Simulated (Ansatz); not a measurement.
# NbRh: do energies and stresses tell the same story?

Method: DFT r2SCAN, scalar-relativistic, plane waves, PAW (Ansatz).

Cutoff 500 eV; k points 14×14×12 on the computed 2-atom cell (Γ-centred); Gaussian smearing, width 0.10 eV; no spin polarisation.

Relaxed cell: P4/mmm, a = 2.849 Å, b = 2.849 Å, c = 3.851 Å, α = 90.00°, β = 90.00°, γ = 90.00°, 2 atoms in the primitive cell. Whether it is the stable form of this composition wasn't checked.

Energies at zero smearing and pressures from the stress tensor, at volumes with shape and atoms relaxed:
```csv
V (Å³/atom),E − E(first) (meV/atom),P (GPa)
14.692,0.00,16.54
15.160,-34.88,7.61
15.629,-45.68,0.00
16.098,-35.91,-6.49
16.567,-8.57,-12.02
```

Q: Check P = −dE/dV between neighbouring volumes, and get the bulk modulus from the pressures alone.

A: With 1 eV/Å³ = 160.2 GPa:
| middle V (Å³/atom) | −ΔE/ΔV (GPa) | mean P (GPa) |
| --- | --- | --- |
| 14.926 | 11.918 | 12.079 |
| 15.395 | 3.693 | 3.809 |
| 15.864 | -3.339 | -3.243 |
| 16.333 | -9.343 | -9.257 |

The two differ by 0.16 GPa at most. The mean of two end pressures misses the average over a step by about ΔV² P″/12, up to 0.12 GPa here; with that taken off 0.04 GPa remains. The stress is the derivative of the free energy, not of the energy at zero smearing, and with free energies 0.00 GPa remains. Around V = 15.629 Å³/atom, the two neighbours give B = −V ΔP/ΔV = 15.629 × 14.10 / 0.938 = 235.1 GPa, against B0 = 233.8 GPa from the Birch–Murnaghan fit of the energies.